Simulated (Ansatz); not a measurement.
What settings do to one calculation: N started on a F site in rocksalt NaF, 16 atoms, charge 0

Ansatz (PAW, plane waves), atoms fixed. The base input:

```yaml
crystal:
  lattice:
    - [0.000000, 4.630000, 4.630000]
    - [4.630000, 0.000000, 4.630000]
    - [4.630000, 4.630000, 0.000000]
  atoms:
    - { symbol: N, position: [0.739478, 0.252576, 0.246536] }
    - { symbol: F, position: [0.250172, 0.766547, 0.735160] }
    - { symbol: F, position: [0.273455, 0.727041, 0.245219] }
    - { symbol: F, position: [0.741933, 0.250730, 0.749486] }
    - { symbol: F, position: [0.218031, 0.269292, 0.747351] }
    - { symbol: F, position: [0.746218, 0.751449, 0.238424] }
    - { symbol: F, position: [0.237083, 0.250894, 0.243757] }
    - { symbol: F, position: [0.744669, 0.763397, 0.750880] }
    - { symbol: Na, position: [0.004433, 0.028852, 0.962810] }
    - { symbol: Na, position: [0.493309, 0.499568, 0.515690] }
    - { symbol: Na, position: [0.001056, 0.986313, 0.509390] }
    - { symbol: Na, position: [0.512129, 0.514174, 0.997148] }
    - { symbol: Na, position: [0.005622, 0.497627, 0.003316] }
    - { symbol: Na, position: [0.497467, 0.000433, 0.483240] }
    - { symbol: Na, position: [0.522594, 0.021164, 0.985242] }
    - { symbol: Na, position: [0.000872, 0.523179, 0.505321] }
kpoints:
  mp_grid: { grid: [2, 2, 2], shift: [0.5, 0.5, 0.5] }
hamiltonian:
  xc: pbesol
scf:
  occupations: { method: fermi_dirac, width: 0.01 }
output:
  forces: true
  eigenvalues: true
  stress: true
  populations: true
```

Command:

```sh
ansatz run in.yaml --threads 8 --pin off --max-ram 13300MiB --runs-dir r --events-out ev --progress --plain
```

It converged in 16 iterations and 1.2 s of wall time on a shared host; largest force component 0.97 eV/Å, pressure 3.00 GPa. The cutoff was the default, 420 eV. The base isn't a converged reference: it has few k points, and its atoms are unrelaxed. Each run below changes the keys shown and caps the iterations.

```
run                                                                           changed         ending  iterations  free energy less the base (meV per atom)  rms change of forces (eV/Å)  change of pressure (GPa)  wall time (s, shared host)
  1                                 xc lda, xc_grid 1 (2 is the default), max_iter 60      converged          18                                other zero                        0.062                     -4.18                     1.1 CPU
  2                                        xc_grid 2 (2 is the default), max_iter 100      converged          16                                       0.0                        0.000                      0.00                       1 CPU
  3                                 dr2_threshold 1e-05, n_extra_bands 1, max_iter 60      converged          16                                       0.0                        0.000                      0.00                     1.2 CPU
  4  xc_grid 2 (2 is the default), max_iter 90, k points the single k point (½, ½, ½)      converged          55                                       4.6                        0.068                      0.04                     3.1 CPU
  5                                 dr2_threshold 1e-12, ecutrho_ratio 3, max_iter 90      converged          25                                       0.1                        0.000                     -0.01                     1.5 CPU
  6                                     dispersion d3bj, ecutrho_ratio 2, max_iter 60      converged          18                                other zero                        0.007                     -1.67                       1 CPU
  7                                                 occupations gaussian, max_iter 70      converged          21                                       0.7                        0.002                      0.00                     1.1 CPU
  8                                                    dispersion rvv10, max_iter 100        refused           –                                         –                            –                         –                           –
  9                                                                       max_iter 50      converged          16                                       0.0                        0.000                      0.00                     1.1 CPU
 10                                                                        max_iter 6  not converged           –                                         –                            –                         –                           –
```

«Other zero»: another functional, charge or dispersion term moves the zero of energy, so the difference says nothing of accuracy.

Question: Which changes leave the result alone, and which of the same physical model moves the forces most?

Answer: The forces move by under 0.002 eV/Å in runs 2, 3, 5, 9. Run 4 (xc_grid 2 (2 is the default), max_iter 90, k points the single k point (½, ½, ½)) moves them most among the runs with the same functional, charge and dispersion term, by 0.068 eV/Å.

Question: Why did some runs give no result?

Answer: - run 8: inconsistent input (hamiltonian.dispersion, hamiltonian.xc): `dispersion: rvv10` has no transferable b for PBE exchange — Sabatini et al. (2013) fitted b=6.3 to rPW86, and the PBE refits of Peng & Perdew (2017) are task-dependent (b=6.6 S22 / b=10.0 layered). …
- run 10: did not converge after 6 iterations: dr2 = 3.83e-1 (threshold 1.00e-7), under the density mixer `msr1`, which `scf.mixing.algorithm: auto` chose by the deck's other keys (type `scf.mixing.algorithm: msr1` to keep it);
